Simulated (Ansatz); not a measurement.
## MnSi, one structure, two calculations

Cell: a COD entry, ions relaxed with PBE at fixed cell.

```yaml
crystal:
  lattice:
    - [4.55613, 0.00000, 0.00000]
    - [0.00000, 4.55613, 0.00000]
    - [0.00000, 0.00000, 4.55613]
  atoms:
    - { symbol: Mn, position: [0.13563, 0.13563, 0.13563] }
    - { symbol: Mn, position: [0.36437, 0.86437, 0.63563] }
    - { symbol: Mn, position: [0.63563, 0.36437, 0.86437] }
    - { symbol: Mn, position: [0.86437, 0.63563, 0.36437] }
    - { symbol: Si, position: [0.84488, 0.84488, 0.84488] }
    - { symbol: Si, position: [0.65512, 0.15512, 0.34488] }
    - { symbol: Si, position: [0.34488, 0.65512, 0.15512] }
    - { symbol: Si, position: [0.15512, 0.34488, 0.65512] }
```

Atoms are numbered from 1 in the order listed; like atoms form one site, named after its first atom.

First run. The numbers come from a DFT calculation in Ansatz (PBE, plane waves and PAW, scalar-relativistic, collinear spin, 420 eV cutoff, Γ-centred 7×7×7 k-points, Fermi–Dirac smearing 0.05 eV). Start moments as typed (μB): 3 on each Mn, none on the rest.

```
site  atom  V_zz (10²¹ V/m²)     η  m (μB)
  Mn     1              0.40  0.00    1.01
  Si     5             -3.54  0.00   -0.04
```

Second run. The same atoms and settings, except that the start moments (μB) are 3 -3 3 -3 0 0 0 0 by atom.

Question: Given the first result, estimate the second.

Answer: 

```csv
site,atom,V_zz,η,change of V_zz,m (μB)
Mn,1,0.40,0.00,0.00,1.01
Si,5,-3.54,0.00,0.00,-0.04
```

No V_zz moves by more than 0.01.

At this cell the principal stresses reach 5 GPa in size with PBE, which can matter for small gradients. With no gap above 0.1 eV, as in a metal, the gradients converge slowly in k; expect changes of a tenth or more on a denser mesh. The run lost most of its start moments on Mn; a state with other moments may lie lower. The magnetic order is the one that the run reached from its start moments, not necessarily the measured one.
